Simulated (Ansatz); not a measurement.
Values for one crystal, relaxed and computed with PBEsol (plane waves, PAW; program Ansatz); other levels are named.

- Volume per atom: 31.42 Å³
- Electronic character: metallic (no gap)
- Density of states at the Fermi level: 0.21 states/eV per atom (mean over ±0.08 eV)
- Young's modulus: 39.4 GPa
- Hill bulk and shear moduli: 41.7 and 14.7 GPa
- Debye temperature from the elastic constants: 162 K
- Poisson's ratio: 0.34

**Question.** Which compound is it?
A. Co, Fd-3m (Co on 8a, Co on 16d)
B. Ti, P6/mmm (Ti on 1a, Ti on 2d)
C. Sn, Ia-3 (Sn on 16c)
D. Cu, dhcp (α-La type)

**Answer.** C, Sn, Ia-3 (Sn on 16c)

The start of the workflow was typed in or built on a structure type; neither database checked (COD, Materials Project) lists it. It is not the phase usual at ambient conditions (space group No. 141). The PBEsol relaxation kept the symmetry of its start; its stability against distortions is not shown here. The volume moved by -15 % from the start of the relaxation. As this level gives no gap, shear constants depend on the k-mesh and smearing (Fermi–Dirac, 0.1 eV here). Scalar-relativistic: spin–orbit coupling is off unless named, which matters more the heavier the elements.

Potentials: the earlier of the program's two PAW sets. The files were generated under PBE; for other functionals the program regenerates the frozen cores, and for LDA and PBEsol the local potential too.
